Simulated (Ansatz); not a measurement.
Ag (fcc, Cu type)

```
CELL_PARAMETERS angstrom
      4.14918     0.00000     0.00000
      0.00000     4.14918     0.00000
      0.00000     0.00000     4.14918
ATOMIC_POSITIONS crystal
  Ag 0.00000 0.00000 0.00000
  Ag 0.50000 0.50000 0.00000
  Ag 0.50000 0.00000 0.50000
  Ag 0.00000 0.50000 0.50000
```

In this cell atom 1 (Ag, nearest neighbour Ag at 2.934 Å; its periodic images, 4.1 Å or more away, move with it) is moved by u·(1.000, 0.000, 0.000) + v·(0.000, 1.000, 0.000); the rest is frozen.

Level of theory: PBE (plane waves to 420 eV, PAW, scalar-relativistic; Ansatz, a quantum-chemistry and plane-wave program). k mesh 9×9×9 (Γ-centred), Fermi-Dirac smearing 0.05 eV. Energies are smeared free energies. With partly filled bands, energies and forces of such displacements shift with the k mesh and the smearing. On this mesh the relaxed cell isn't quite at rest: it carries a pressure of -0.1 GPa (compression positive) at the zero of the scan. Ag was relaxed with its symmetry unable to fall. The PAW data are Ansatz's earlier set. ΔE is measured from the undisplaced structure. Axes are in Å.

Problem. Give the computed ΔE (meV/cell) at all points of the grid u = -0.440, -0.293, -0.147, 0.000, 0.147, 0.293, 0.440 by v = -0.440, -0.293, -0.147, 0.000, 0.147, 0.293, 0.440.

Solution. ΔE (meV/cell), with u across and v down:

| v \ u | -0.440 | -0.293 | -0.147 | 0.000 | 0.147 | 0.293 | 0.440 |
|---|---|---|---|---|---|---|---|
| -0.440 | 1266 | 811 | 563 | 484 | 563 | 811 | 1266 |
| -0.293 | 811 | 460 | 267 | 205 | 267 | 460 | 811 |
| -0.147 | 563 | 267 | 102 | 50 | 102 | 267 | 563 |
| 0.000 | 484 | 205 | 50 | 0 | 50 | 205 | 484 |
| 0.147 | 563 | 267 | 102 | 50 | 102 | 267 | 563 |
| 0.293 | 811 | 460 | 267 | 205 | 267 | 460 | 811 |
| 0.440 | 1266 | 811 | 563 | 484 | 563 | 811 | 1266 |

(For displaced atoms, the force is minus the slope of the energy, and its curvature is a force constant, which sets phonon frequencies.)
